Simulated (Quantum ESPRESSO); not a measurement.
Band energies of PtS$_{2}$ monolayer

```xyz
3
Lattice="3.5345 0.0000 0.0000 -1.7672 3.0609 0.0000 0.0000 0.0000 15.5000" Properties=species:S:1:pos:R:3 pbc="T T T"
S      0.0000     2.0406     1.2163
S      1.7672     1.0203    -1.2163
Pt     0.0000     0.0000     0.0000
```

norm-conserving PBEsol (Quantum ESPRESSO, 84 Ry, scalar-relativistic); path ΓMKΓ; energies in eV from the valence-band maximum.

```
k (1/Å)  point  band 11  band 12  band 13  band 14  band 15  band 16  band 17  band 18
-------  -----  -------  -------  -------  -------  -------  -------  -------  -------
0.00         Γ    -3.01    -0.79    -0.73    -0.29    -0.29     3.32     3.32     5.68
0.11              -3.05    -1.02    -0.66    -0.27    -0.17     3.09     3.26     5.79
0.23              -3.14    -1.42    -0.49    -0.23    -0.04     2.58     3.11     6.09
0.46              -3.30    -2.02    -0.33    -0.27    -0.12     1.78     2.86     6.42
0.57              -3.29    -2.15    -0.67    -0.56    -0.22     1.87     2.85     5.98
0.80              -2.94    -2.17    -1.69    -1.32    -0.78     2.55     3.00     5.52
0.91              -2.61    -2.14    -1.89    -1.75    -1.17     2.82     3.06     5.50
1.03         M    -2.27    -2.21    -2.12    -1.74    -1.45     2.91     3.08     5.52
1.26              -3.23    -2.31    -2.30    -1.23    -0.93     2.51     2.77     6.02
1.38              -3.56    -2.41    -2.33    -1.06    -0.69     2.19     2.59     6.50
1.62         K    -3.55    -2.59    -2.36    -0.74    -0.74     2.18     2.18     6.96
1.71              -3.57    -2.55    -2.33    -0.91    -0.59     2.05     2.34     6.93
1.89              -3.76    -2.23    -2.00    -1.26    -0.28     1.91     2.62     6.84
1.98              -3.86    -2.14    -1.71    -1.23    -0.15     1.90     2.62     6.83
2.07              -3.95    -2.15    -1.37    -0.99    -0.05     1.94     2.50     6.86
2.26              -3.80    -2.12    -0.67    -0.37    -0.01     2.11     2.19     7.06
2.35              -3.65    -2.02    -0.41    -0.15    -0.08     2.03     2.42     6.97
2.53              -3.26    -1.58    -0.40    -0.21    -0.02     2.44     2.95     6.25
2.62              -3.11    -1.26    -0.56    -0.24    -0.08     2.82     3.15     5.96
2.80         Γ    -3.01    -0.79    -0.73    -0.29    -0.29     3.32     3.32     5.68
```

The PBEsol gap is indirect, 1.78 eV, from 46 % of the way from K to Γ to 44 % of the way from Γ to M; the smallest direct gap is 1.90 eV. Another valence extremum on the path lies within 0.02 eV, too close to call. The valence-band maximum lies 6.34 eV below the vacuum level.

Spin-orbit coupling is left out, which matters for elements this heavy: edges can move by tenths of an eV.

Geometry relaxed with PBEsol.
